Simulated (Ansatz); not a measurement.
Start of a relaxation of Rb2LuH2:

```cif
data_structure
_symmetry_space_group_name_H-M 'P 1'
_symmetry_Int_Tables_number 1
_cell_length_a 4.6933
_cell_length_b 4.6933
_cell_length_c 7.7212
_cell_angle_alpha 90.000
_cell_angle_beta 90.000
_cell_angle_gamma 120.000
_cell_volume 147.29
loop_
_atom_site_label
_atom_site_type_symbol
_atom_site_fract_x
_atom_site_fract_y
_atom_site_fract_z
_atom_site_occupancy
Rb1 Rb 0.33333 0.66667 0.63080 1
Rb2 Rb 0.66667 0.33333 0.36920 1
Lu1 Lu 0.00000 0.00000 0.00000 1
H1 H 0.66667 0.33333 0.74710 1
H2 H 0.33333 0.66667 0.25290 1
```

Level of theory: DFT PBE, scalar-relativistic, plane waves, PAW (Ansatz). Cutoff 420 eV, Gaussian smearing, Γ-centred meshes. Cell and atoms relax first on a coarse mesh and then on a finer one. In between, the cell is made exact in the group found at 0.06 Å. In metals the finer mesh still leaves noise of several meV/atom or more. The steps can't lower the symmetry of their start. No spin polarisation.

A guess keeps its type if space group and coordination stay and the shape of the cell changes little (axis ratios within about 15 %, angles within 6°); the volume may change.

Problem. Does this structure survive the relaxation?

Solution. It doesn't keep its type. The symmetry stays P-3m1 (No. 164). The volume per atom stays near 29.3 Å³. The shortest distance goes from 2.85 Å (Rb–H) to 2.33 Å (Lu–H). The ratio c/a of the conventional cell changes by a factor of 1.81. Counting neighbours within 15 % of an atom's shortest distance, the start has H 4, Lu 6, Rb 4 and the end H 6, Lu 6, Rb 9. In detail, at the end around Rb lie 3 H at 3.53 Å, 6 Rb at 3.84 Å, 3 Lu at 4.10 Å and 1 H at 4.16 Å; Lu has 6 H at 2.33 Å, 6 Lu at 3.84 Å and 6 Rb at 4.10 Å; around H lie 3 Lu at 2.33 Å, 3 H at 2.63 Å, 3 Rb at 3.53 Å, 6 H at 3.84 Å and 1 Rb at 4.16 Å.

```cif
data_structure
_symmetry_space_group_name_H-M 'P 1'
_symmetry_Int_Tables_number 1
_cell_length_a 3.8419
_cell_length_b 3.8419
_cell_length_c 11.4652
_cell_angle_alpha 90.000
_cell_angle_beta 90.000
_cell_angle_gamma 120.000
_cell_volume 146.55
loop_
_atom_site_label
_atom_site_type_symbol
_atom_site_fract_x
_atom_site_fract_y
_atom_site_fract_z
_atom_site_occupancy
Rb1 Rb 0.33333 0.66667 0.69882 1
Rb2 Rb 0.66667 0.33333 0.30118 1
Lu1 Lu 0.00000 0.00000 0.00000 1
H1 H 0.66667 0.33333 0.93863 1
H2 H 0.33333 0.66667 0.06137 1
```

The last run used a 12×12×4 mesh (in the run's order of axes) for its 5-atom cell and Gaussian smearing of 0.10 eV. The cell is a metal run without spin; a magnetic state may lie lower. A structure relaxed within its symmetry needn't be a true minimum.
